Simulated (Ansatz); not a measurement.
Mg and Cd on the sites of rock salt: ordering energies of MgCd₃O₄

All numbers below come from Ansatz 0.2.0, DFT PBE, scalar-relativistic, plane waves, PAW. Settings: cutoff 420 eV, Γ-centred meshes spaced at most about 0.3 Å⁻¹, and about 0.25 Å⁻¹ or finer for metals (2π included), Gaussian smearing. No spin polarisation.

These are static total energies at zero pressure. Each row is a relaxed arrangement of Mg and Cd on shared sites of the rock salt type. The column n gives the unlike atoms among the 12 nearest shared sites, averaged over those sites; energies count from the lowest row.

```json
{"row": "1", "space group": "P4/mmm (No. 123)", "source": "invented", "atoms": "8", "n (of 12)": "4.00", "V (Å³/atom)": "12.76", "gap on mesh (eV)": "0", "ΔE (meV/atom)": "?"}
{"row": "2", "space group": "Pmmm (No. 47)", "source": "invented", "atoms": "8", "n (of 12)": "5.00", "V (Å³/atom)": "12.69", "gap on mesh (eV)": "0", "ΔE (meV/atom)": "0.0"}
{"row": "3", "space group": "Pm-3m (No. 221)", "source": "invented", "atoms": "8", "n (of 12)": "6.00", "V (Å³/atom)": "12.81", "gap on mesh (eV)": "0", "ΔE (meV/atom)": "28.4"}
```

The cell of row 1:

```
CELL_PARAMETERS angstrom
3.30768 0.00000 0.00000
0.00000 3.30768 0.00000
0.00000 0.00000 9.33048
ATOMIC_POSITIONS crystal
Mg 0.50000 0.50000 0.50000
Cd 0.00000 0.00000 0.74330
Cd 0.50000 0.50000 0.00000
Cd 0.00000 0.00000 0.25670
O 0.00000 0.00000 0.00000
O 0.50000 0.50000 0.26775
O 0.00000 0.00000 0.50000
O 0.50000 0.50000 0.73225
```

Q: Estimate the missing energy, and say where the row ranks.

A: 8.9 meV/atom, above row 2 and below row 3. The count n alone doesn't order these rows. Row 1: Mg has 2 O at 2.17 Å and 4 O at 2.34 Å; Cd on a site of symmetry 4mm has 6 O at 2.27–2.40 Å; Cd on a site of symmetry 4/mmm has 4 O at 2.34 Å and 2 O at 2.50 Å; around O on a site of symmetry 4/mmm lie 6 Cd at 2.34–2.40 Å; 2 more sites not described.

The zero gap of P4/mmm, Pmmm, Pm-3m may come from the functional, which often closes small gaps. Only small cells were tried; in real samples the shared sites are often disordered. Some structure types and database cells were kept out of the candidates from the start, so a known form may be missing.
